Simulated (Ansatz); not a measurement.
Input:

BP (zinc blende)

```
CELL_PARAMETERS angstrom
      0.00000     2.26828     2.26828
      2.26828     0.00000     2.26828
      2.26828     2.26828     0.00000
ATOMIC_POSITIONS crystal
  P  0.75000 0.75000 0.75000
  B  0.00000 0.00000 0.00000
```

Equation-of-state scan: isotropic scaling of the cell above, V₀ being its volume. Symmetry pins the atoms to their sites.

All values below come from r2SCAN (plane waves to 500 eV, PAW, scalar-relativistic; Ansatz, an electronic-structure program). k mesh 12×12×12 (Γ-centred), Fermi-Dirac smearing 0.05 eV. The energy includes the smearing's −TS. Stress and pressure are positive under compression. BP was relaxed with its symmetry unable to fall. ΔE is measured from the relaxed starting cell.

The scan covers V/V₀ from 0.900 to 1.100 in 9 points.

Task: What pressure does the cell carry at V/V₀ = 0.900?

Result: 21.7 GPa.

Task: What is ΔE at V/V₀ = 0.900?

Result: 72.8 meV/atom.

Task: What is ΔE at V/V₀ = 1.100?

Result: 53.0 meV/atom.

(Under strain, the slope of the energy per volume gives the stress and its curvature an elastic modulus.)
